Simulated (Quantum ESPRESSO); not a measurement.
# Kohn-Sham bands of Zn$_{2}$SeS (R3m)

```
Zn2SeS
1.0
   -1.95375     3.38399     0.00000
   -3.90750     0.00000     0.00000
   -1.95375     1.12800     6.38365
Zn Se S
2 1 1
Direct
  0.99626   0.99626   0.01121
  0.50363   0.50363   0.48911
  0.37548   0.37548   0.87356
  0.87465   0.87465   0.37604
```

Cell from Materials Project (mp-1215446), symmetrised, no further relaxation. Not found in the COD (Crystallography Open Database) copy used; not checked further. Computed values, not measurements, from PBEsol: Quantum ESPRESSO (norm-conserving PseudoDojo potentials, cutoff 69 Ry, no spin polarisation, no spin-orbit coupling) on a Γ-centred 6×6×6 mesh, then Wannier90. Density: 10×10×10 mesh, cold smearing 0.01 Ry. Spin-orbit coupling, left out, would split the p-like bands by a few tenths of an eV.

Question: List the Kohn-Sham levels between −8 and 4.4 eV relative to the valence-band maximum at the high-symmetry points, as a band run of pw.x on that density gives them (levels within 2 meV counted together).

Answer: 
```tsv
point	k (reciprocal lattice)	levels (eV)
Γ	0.000 0.000 0.000	-6.69 (×2), -6.65, -6.49 (×2), -6.25 (×2), -6.14 (×2), -6.03, -5.51, -1.18 (×2), -0.19, 0.00 (×2), 1.37, 2.73
T	0.000 0.000 0.500	-6.68 (×2), -6.63, -6.55, -6.49 (×2), -6.27 (×2), -6.15 (×2), -3.29, -3.04, -1.02 (×2), -0.24 (×2), 2.61, 3.11
H_2	-0.313 -0.625 0.187	-6.58, -6.53, -6.46, -6.42, -6.32, -6.25, -6.19, -6.15, -5.94, -5.91, -5.03, -4.86, -3.31, -2.95, -1.98, -1.69, 3.98, 4.04
H_0	-0.375 -0.687 -0.187	-6.58, -6.53, -6.46, -6.42, -6.32, -6.25, -6.19, -6.15, -5.94, -5.91, -5.03, -4.86, -3.31, -2.95, -1.98, -1.69, 3.98, 4.04
L	0.000 -0.500 0.000	-6.63, -6.52, -6.51, -6.37, -6.35, -6.33, -6.24, -6.11, -6.09, -6.02, -4.85, -4.66, -2.76, -2.52, -2.10, -1.45, 3.56, 3.97
S_0	-0.344 -0.687 -0.344	-6.57, -6.53, -6.47, -6.42, -6.31, -6.26, -6.18, -6.16, -5.94, -5.91, -5.02, -4.82, -3.46, -2.89, -2.04, -1.70, 3.78
S_2	-0.344 -0.656 0.000	-6.57, -6.53, -6.47, -6.42, -6.31, -6.26, -6.18, -6.16, -5.94, -5.91, -5.02, -4.82, -3.46, -2.89, -2.04, -1.70, 3.78
F	-0.500 -0.500 0.000	-6.68, -6.56, -6.52, -6.36, -6.33, -6.22, -6.19, -6.10, -6.03, -5.99, -5.51, -4.87, -2.47, -2.42, -1.03, -0.96, 2.64, 2.87, 3.51
```
